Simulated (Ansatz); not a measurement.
## An added Li started as a split pair with a Ga atom in cubic perovskite LaGaO3, 41 atoms, charge +1

Computed with DFT, PBEsol, PAW, plane waves (Ansatz).

Command:

```sh
ansatz run in.yaml --threads 8 --pin off --max-ram 13300MiB --runs-dir r --events-out ev --progress --plain
```

The input less its lattice and atoms:

```yaml
crystal:
  symmetry: { detect: false }
kpoints:
  mp_grid: { grid: [1, 1, 1], shift: [0.25, 0.25, 0.25] }
hamiltonian:
  xc: pbesol
total_charge: 1
scf:
  occupations: { method: fermi_dirac, width: 0.01 }
relax:
  f_tol: 0.03
  max_steps: 80
  escape_saddle: false
  adjacent_minimum: "off"
output:
  forces: true
  eigenvalues: true
  populations: true
  charged_corrections: { epsilon: 27 }
```

Start:

```
La Ga O Li
1.0
     7.72931    0.00000    0.00000
     0.00000    7.72931    0.00000
     0.00000    0.00000    7.72931
La Ga O Li
8 8 24 1
Direct
  0.00286 0.99994 0.00091
  0.99954 0.00195 0.49922
  0.00542 0.50082 0.00667
  0.99846 0.50299 0.49418
  0.49746 0.99923 0.99664
  0.49935 0.00217 0.50064
  0.49956 0.50142 0.00039
  0.49842 0.50244 0.49427
  0.12084 0.12595 0.25120
  0.24677 0.24879 0.75192
  0.25223 0.75294 0.25054
  0.24973 0.75474 0.75217
  0.75213 0.24959 0.25188
  0.74558 0.24948 0.75056
  0.75296 0.75064 0.24988
  0.75184 0.74692 0.74847
  0.25053 0.24715 0.99957
  0.25346 0.24949 0.50430
  0.25265 0.75629 0.00273
  0.24994 0.75218 0.50034
  0.75230 0.24663 0.00066
  0.75265 0.25136 0.49947
  0.75247 0.74956 0.99707
  0.74861 0.75094 0.49772
  0.00126 0.25277 0.25104
  0.99887 0.24786 0.74759
  0.00286 0.75119 0.24795
  0.99991 0.74892 0.74624
  0.50112 0.25022 0.25110
  0.50205 0.24980 0.74863
  0.50211 0.75231 0.24739
  0.49788 0.74741 0.75445
  0.24626 0.99740 0.25002
  0.24738 0.99795 0.75112
  0.25166 0.49940 0.25064
  0.24542 0.50223 0.74583
  0.75340 0.00213 0.25094
  0.75115 0.00229 0.75043
  0.75047 0.49798 0.24592
  0.75056 0.50054 0.75258
  0.37543 0.37490 0.24949
```

Steps:

```json
{"step": "start", "energy less the first (eV)": "0.000", "largest force component (eV/Å)": "23.052"}
{"step": "1", "energy less the first (eV)": "-9.884", "largest force component (eV/Å)": "8.091"}
{"step": "2", "energy less the first (eV)": "-14.236", "largest force component (eV/Å)": "3.891"}
{"step": "3", "energy less the first (eV)": "-15.975", "largest force component (eV/Å)": "2.906"}
{"step": "4", "energy less the first (eV)": "-17.414", "largest force component (eV/Å)": "2.384"}
{"step": "5", "energy less the first (eV)": "-18.648", "largest force component (eV/Å)": "1.739"}
{"step": "6", "energy less the first (eV)": "-19.494", "largest force component (eV/Å)": "1.126"}
{"step": "7", "energy less the first (eV)": "-20.003", "largest force component (eV/Å)": "0.657"}
{"step": "8", "energy less the first (eV)": "-20.345", "largest force component (eV/Å)": "0.380"}
{"step": "9", "energy less the first (eV)": "-20.377", "largest force component (eV/Å)": "0.057"}
{"step": "10", "energy less the first (eV)": "-20.378", "largest force component (eV/Å)": "0.058"}
{"step": "11", "energy less the first (eV)": "-20.378", "largest force component (eV/Å)": "0.020"}
```

A structure on the way, about -19.49 eV from the start:

```
La Ga O Li
1.0
     7.72931    0.00000    0.00000
     0.00000    7.72931    0.00000
     0.00000    0.00000    7.72931
La Ga O Li
8 8 24 1
Direct
  0.97590 0.98553 0.99027
  0.98181 0.99213 0.52535
  0.00968 0.50417 0.98319
  0.00981 0.50227 0.49391
  0.49073 0.00292 0.01440
  0.47937 0.99915 0.51300
  0.51168 0.51977 0.95765
  0.51279 0.50803 0.50609
  0.18682 0.21538 0.24518
  0.24742 0.24895 0.75725
  0.24606 0.73981 0.25116
  0.24816 0.75167 0.75068
  0.74676 0.24307 0.25134
  0.74827 0.25066 0.75084
  0.74628 0.74580 0.24895
  0.74670 0.75049 0.74551
  0.28269 0.29287 0.02615
  0.21347 0.20528 0.49403
  0.26556 0.70341 0.99805
  0.22544 0.79280 0.50347
  0.72110 0.22036 0.99781
  0.77825 0.27907 0.50396
  0.72809 0.77383 0.99736
  0.76689 0.71933 0.49830
  0.98023 0.32659 0.22821
  0.00062 0.22783 0.78566
  0.99275 0.69493 0.22812
  0.99691 0.76594 0.76792
  0.51538 0.16749 0.27688
  0.49364 0.27110 0.72600
  0.50099 0.79707 0.27027
  0.49756 0.73296 0.72740
  0.22230 0.98194 0.19528
  0.26583 0.00127 0.79297
  0.27792 0.50386 0.31087
  0.23014 0.49678 0.72154
  0.82507 0.99856 0.26544
  0.73192 0.99846 0.72395
  0.66520 0.49160 0.22686
  0.76460 0.50161 0.77236
  0.43282 0.36416 0.21905
```

End:

```
La Ga O Li
1.0
     7.72931    0.00000    0.00000
     0.00000    7.72931    0.00000
     0.00000    0.00000    7.72931
La Ga O Li
8 8 24 1
Direct
  0.97267 0.99497 0.00639
  0.98308 0.99285 0.50928
  0.01882 0.49717 0.98910
  0.00988 0.49777 0.49344
  0.48427 0.99904 0.02661
  0.48025 0.99576 0.51933
  0.51492 0.51921 0.93810
  0.51597 0.50258 0.50025
  0.22452 0.23127 0.26132
  0.24850 0.24598 0.75762
  0.24539 0.74203 0.25281
  0.24322 0.75456 0.75175
  0.74548 0.24514 0.25180
  0.75039 0.24592 0.75045
  0.74063 0.74115 0.24740
  0.75431 0.75384 0.74464
  0.29453 0.29152 0.01553
  0.20522 0.20593 0.50704
  0.27490 0.70947 0.00162
  0.21625 0.78438 0.50334
  0.70743 0.21552 0.00013
  0.78071 0.28327 0.49990
  0.71642 0.77909 0.99653
  0.77351 0.71024 0.49636
  0.98972 0.29006 0.21833
  0.99977 0.22231 0.79348
  0.99132 0.69726 0.22429
  0.99829 0.77866 0.77954
  0.49027 0.19297 0.29357
  0.49874 0.27975 0.71545
  0.49287 0.79068 0.28154
  0.49873 0.72787 0.71525
  0.19986 0.99074 0.21243
  0.28219 0.00077 0.79151
  0.27625 0.49192 0.30335
  0.22565 0.49823 0.72466
  0.78661 0.99522 0.27224
  0.72851 0.99872 0.71179
  0.67246 0.49031 0.21752
  0.77894 0.50100 0.77549
  0.45208 0.38380 0.19155
```

The calculation finished and met its thresholds.

Time: 38 s of wall time on 8 threads of a Platinum 8259CL processor, on a host shared with other runs; peak host memory 1 GiB.

Problem. How much energy did the relaxation gain, and which atom moved most?

Solution. 20.38 eV in 11 steps, from a start with small random displacements (neighbours that lie too close to an added atom are first pushed off) (the gain also holds any tilting of the ideal host); atom 9 (Ga) moved 1.14 Å, the median atom 0.35 Å (drift of the whole cell removed).

The one k point has no symmetry partners, which can distort the end along one axis.
